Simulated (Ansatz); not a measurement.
CaCu2O3:
```yaml
crystal:
  lattice:
    - [4.02328, 0.00000, 0.00000]
    - [0.00000, 9.87022, 0.00000]
    - [0.00000, 0.00000, 3.49744]
  atoms:
    - { symbol: Ca, position: [0.00000, 0.00000, 0.61719] }
    - { symbol: Ca, position: [0.50000, 0.50000, 0.38281] }
    - { symbol: Cu, position: [0.50000, 0.83571, 0.12157] }
    - { symbol: Cu, position: [0.50000, 0.16429, 0.12157] }
    - { symbol: Cu, position: [0.00000, 0.33571, 0.87843] }
    - { symbol: Cu, position: [0.00000, 0.66429, 0.87843] }
    - { symbol: O, position: [0.00000, 0.83489, 0.09630] }
    - { symbol: O, position: [0.00000, 0.16511, 0.09630] }
    - { symbol: O, position: [0.50000, 0.33489, 0.90370] }
    - { symbol: O, position: [0.50000, 0.66511, 0.90370] }
    - { symbol: O, position: [0.50000, 0.00000, 0.36074] }
    - { symbol: O, position: [0.00000, 0.50000, 0.63926] }
```

Relaxed with LDA. Special points in fractions of this cell's reciprocal vectors: Γ (0.000, 0.000, 0.000); X (0.500, 0.000, 0.000); S (0.500, 0.500, 0.000); Y (0.000, 0.500, 0.000); Z (0.000, 0.000, 0.500); U (0.500, 0.000, 0.500); R (0.500, 0.500, 0.500); T (0.000, 0.500, 0.500).

Question: List the band energies nearest the Fermi level at these points for plane-wave PAW LDA (Ansatz code).

Answer: In eV from the Fermi level; about four levels below and three above (degenerate sets whole), none deeper than 8.9 eV; points with the same levels are listed once.

```tsv
k	below	above
Γ	-1.22 -1.11 -0.99 -0.96	2.24 3.40 4.24
X	-1.33 -1.33 -1.09 -1.09	0.51 0.51 1.08 1.08
S	-1.19 -1.19 -1.12 -1.12	0.64 0.64 0.98 0.98
Y	-1.31 -1.31 -1.04 -1.04	2.90 2.90 4.66 4.66
Z	-1.35 -1.13 -0.80 -0.75	4.40 5.06 5.06
U	-1.26 -1.26 -1.26 -1.26	0.59 0.59 0.75 0.75
R	-1.41 -1.41 -1.18 -1.18	0.60 0.60 0.77 0.77
T	-1.26 -1.26 -0.78 -0.78	4.65 4.65 5.31 5.31
```

Space group Pmmn. The workflow started from an entry of the Crystallography Open Database (COD). Whether it is the stable phase at ambient conditions was not checked. The cell was relaxed with LDA under the symmetry of its start; whether a distortion lowers the energy is not shown. No spin polarisation was allowed. No Hubbard U is applied. Without spin polarisation and U, an open-shell compound can come out a false metal.

Potentials: the later of the program's two PAW sets.
